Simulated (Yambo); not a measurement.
G0W0@PBEsol for CsHgF3 (cubic perovskite, space group Pm-3m, No. 221) in Yambo (2×2×2 mesh, 7 Ry block, plasmon pole, screening fixed), without a terminator:

| bands N in G | gap R → Γ (eV) | shift of the valence edge (eV) |
|---|---|---|
| 120 | 1.944 | -0.088 |
| 196 | 1.954 | -0.381 |
| 296 | 2.017 | -0.587 |

Task: Extrapolate both columns to infinite N with E(N) = E∞ + A/N, test the form, and compare with the terminator.

Result: From two points, E∞ = (N2 E2 − N1 E1)/(N2 − N1). The two largest N give 2.14 eV for the gap and -0.99 eV for the shift; the two smallest give 1.97 eV and -0.84 eV. For the gap the slopes A are -3.1 and -37 eV: the form isn't reached, and its limit is uncertain. For the shift the slopes A are 91 and 120 eV: the form isn't reached, and its limit is uncertain. With the Bruneval-Gonze terminator and 296 bands the run gives 2.19 eV and -0.88 eV, 0.05 eV and 0.11 eV from the extrapolated values: the terminator too is an estimate of the remainder. Block, mesh and the bands in W are held fixed.

Spin-orbit coupling is included.

Geometry of the Materials Project entry, not relaxed at this level; primitive cell a = 4.5954 Å, b = 4.5954 Å, c = 4.5954 Å, α = 90.00°, β = 90.00°, γ = 90.00°.

A shift is the quasiparticle energy of the state minus its PBEsol energy.
